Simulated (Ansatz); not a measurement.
InAs (zinc blende, space group No. 216) at seven volumes, PBEsol in the plane-wave PAW code Ansatz, scaled uniformly. One row is withheld.

```tsv
V (Å³/atom)	P (GPa)
25.658	?
26.504	3.99
27.350	1.83
28.196	0.00
29.042	-1.53
29.888	-2.82
30.734	-3.90
```

Question: Fit the shown pressures and predict the withheld one.

Answer: Third-order Birch–Murnaghan: P = (3/2)B₀(x^(7/2) − x^(5/2))[1 + (3/4)(B′ − 4)(x − 1)] with x = (V₀/V)^(2/3). Least squares on the six rows gives V₀ = 28.197 Å³/atom, B₀ = 55.60 GPa, B′ = 4.77. At V = 25.658, x = 1.0649 and P = 6.57 GPa. The run itself gave 6.55 GPa.

Space group F-43m (zinc blende). The cell was relaxed with PBEsol under the symmetry of its start.

Potentials: the earlier of the program's two PAW sets. The files were generated under PBE; for other functionals the program regenerates the frozen cores, and for LDA and PBEsol the local potential too.
